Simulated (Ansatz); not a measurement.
Each is relaxed and computed with the program Ansatz at the r²SCAN level (PAW). Which is the only metal?
A. K2LiCuF6, Fm-3m (K on 8c, Li on 4b, Cu on 4a, F on 24e)
B. Y3Cu4Ge4, Immm (Pearson symbol oI22)
C. Y2CN2O2, P-3m1 (Y on 2d, C on 1a, N on 2c, O on 2d)
D. MgCu2O4, Pbcm (Pearson symbol oP28)

B, Y3Cu4Ge4, Immm (Pearson symbol oI22). Y3Cu4Ge4: metal; MgCu2O4: gap 0.69 eV (indirect); Y2CN2O2: gap 4.37 eV; K2LiCuF6: gap 1.83 eV. Spin orders computed, not proven ground states: K2LiCuF6, Fm-3m (K on 8c, Li on 4b, Cu on 4a, F on 24e) ferromagnetic. Standing as an ambient phase not checked: Y3Cu4Ge4, Immm (Pearson symbol oI22); MgCu2O4, Pbcm (Pearson symbol oP28); Y2CN2O2, P-3m1 (Y on 2d, C on 1a, N on 2c, O on 2d); K2LiCuF6, Fm-3m (K on 8c, Li on 4b, Cu on 4a, F on 24e). All cells were relaxed under the symmetry of their starts (and spin orders); stability against distortions was not tested throughout. Rows with no word on spin ran without spin polarisation. No Hubbard U is applied. Spin–orbit coupling is left out wherever it is not named.

Potentials: the later of the program's two PAW sets.
